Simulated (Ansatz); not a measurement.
A relaxed 1×1 slab of 5 planes, cut along (100) from a bcc crystal of one element, has a cell area of 8.11 Å² and a bulk spacing of 1.424 Å between its first planes. All-electron LAPW in Ansatz 0.2.0 (PBE, scalar-relativistic, ferromagnetic start) gives γ = 3.18 J/m², Φ = 3.70 eV and a change of the outer spacing of -4.5 %, with 2.38 μB on the outer atom. The bcc structure needn't be the element's own.

Problem. Which element is it?

Solution. Cr. Other candidates weren't computed, and some may come near.
